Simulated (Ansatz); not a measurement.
## Cs₂Sc₆Rh: reading a single point

```
Sc Rh Cs
1.0
     3.99202    6.91438    0.00000
    -3.99202    6.91438    0.00000
     0.00000    0.00000    3.97020
Sc Rh Cs
6 1 2
Cartesian
  -2.0599 6.9144 0.0000
  3.0260 5.2411 0.0000
  -0.9661 1.6733 0.0000
  0.8527 6.9144 1.9851
  1.5697 2.7187 1.9851
  -2.4224 4.1956 1.9851
  0.0000 0.0000 1.9851
  -0.0004 4.6098 0.0000
  0.0004 9.2189 0.0000
```

Single point in Ansatz 0.2.0 with PBEsol, no spin polarisation. Cutoff 420 eV, PAW datasets, 5×5×9 Γ-centred k mesh, fermi-dirac filling (width 0.0436 eV).

(1) Which atom feels the largest force, and which way?

(2) Which element gives electrons and which takes them?

(3) What does the stress say?

(4) What do density and ELF say about some of the short contacts?

(5) What is the formation energy?

(6) Metal or insulator?

Origin: a known structure type with other elements, at an estimated volume, so it need not be a known compound. Caveats: many states at the Fermi level without spin polarisation, so a magnetic state may lie lower.

Results:

(1) The largest is on Sc1 (and as large on other atoms): 0.90 eV/Å, components (-0.90, 0.00, 0.00). It makes 46° with the line to a nearest neighbour, Rh7 at 2.77 Å.

(2) Bader charges in e: Cs -0.85, Sc +0.52 to +0.88, Rh -2.47. In the mean Sc gives up most and Rh takes most.

(3) The pressure is -1.5 GPa (compression positive), so with the atoms held at these fractions the cell would first shrink; the forces are large, so a full relaxation may end otherwise. The principal stresses -5.0, 0.2, 0.2 GPa differ, so its shape would change too.

(4) Sc–Rh at 2.77 Å: least valence density 0.25 e/Å³ and ELF 0.18 there. Sc–Cs at 3.09 Å: least valence density 0.13 e/Å³ and ELF 0.05 there. Sc–Sc at 3.39 Å: least valence density 0.11 e/Å³ and ELF 0.31 there. These are pseudo-fields; inside the PAW spheres they differ from the all-electron ones.

(5) 0.47 eV an atom against the elements' usual phases (free molecules for gases, crystals otherwise, with no correction for O₂ or N₂), so at this geometry it isn't bound against them. Relaxing would lower it.

(6) It is a metal, with about 12 states/eV a cell as the mean within 0.25 eV of the Fermi level, mostly Sc d (72 %).
